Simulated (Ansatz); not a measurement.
A geometry of Bi2Te3 away from equilibrium: step 2 of the relaxation of a relaxed Bi2Te3 cell with every coordinate shifted by Gaussian noise of σ = 0.1 Å. All values below come from r2SCAN (plane waves to 500 eV, PAW, scalar-relativistic; Ansatz, a quantum-chemistry and plane-wave program). Γ-centred k-mesh 6×6×6 on the run's cell (coarser than for final values), Fermi–Dirac smearing 0.05 eV.

```xyz
5
Lattice="2.2390 1.3036 10.8434 -2.2084 1.3049 10.8369 0.0164 -2.5517 10.8334" Properties=species:S:1:pos:R:3:forces:R:3 pbc="T T T" free_energy=-45812.701 pressure_GPa=-0.8
Bi     0.0459     0.0335    12.9147   -0.0292   -0.0587    0.2104
Bi     0.0069    -0.0325    19.6885    0.1644    0.1430   -0.2640
Te     0.0350    -0.0221     0.0410    0.0717    0.0746    0.0102
Te     0.0972     0.0246     7.1050   -0.1933   -0.1451    0.2324
Te     0.0833     0.0504    25.4825   -0.0137   -0.0137   -0.1889
```

Positions in Å, forces in eV/Å, free energy of the cell in eV (comparable only within this code, potentials and settings). Largest force: 0.34 eV/Å, on Bi2, Te4 (atoms numbered as listed); the geometry lies 0.01 eV/atom above the end of its relaxation.

No spin polarisation in the result.
